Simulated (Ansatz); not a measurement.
Cs:
```yaml
crystal:
  lattice:
    - [-2.58068, 2.58068, 9.49011]
    - [2.58068, -2.58068, 9.49011]
    - [2.58068, 2.58068, -9.49011]
  atoms:
    - { symbol: Cs, position: [0.25000, 0.75000, 0.50000] }
    - { symbol: Cs, position: [0.50000, 0.50000, 0.00000] }
```

Relaxed with r²SCAN. Special points in fractions of this cell's reciprocal vectors: Γ (0.000, 0.000, 0.000); X (0.000, 0.000, 0.500); P (0.250, 0.250, 0.250); N (0.000, 0.500, 0.000); M (0.500, 0.500, -0.500); S (0.268, 0.732, -0.268); S0 (-0.268, 0.268, 0.268); R (-0.037, 0.037, 0.500); G (0.500, 0.500, -0.037).

Question: List the band energies nearest the Fermi level at these points for r²SCAN (plane waves, PAW; program Ansatz).

Answer: In eV from the Fermi level; about four levels below and three above (degenerate sets whole), none deeper than 8.9 eV; points with the same levels are listed once.

| k | below | above |
|---|---|---|
| Γ | -1.69 | 0.04 0.46 1.77 |
| X | – | 0.53 0.53 1.40 1.40 |
| P | – | 0.53 0.53 1.34 1.34 |
| N | -0.03 | 0.23 0.45 1.07 |
| M | -1.12 -1.12 | 1.38 1.38 2.03 2.03 |
| S | – | 0.04 0.19 0.29 |
| R | – | 0.52 0.52 1.36 1.36 |

Space group I4_1/amd. The workflow started from a Materials Project entry (that database holds measured and hypothetical structures alike); the Crystallography Open Database copy checked does not list it. It is not the phase usual at ambient conditions (space group No. 229). The cell was relaxed with r²SCAN under the symmetry of its start; whether a distortion lowers the energy is not shown. Spin–orbit coupling is left out wherever it is not named.

Potentials: the earlier of the program's two PAW sets.
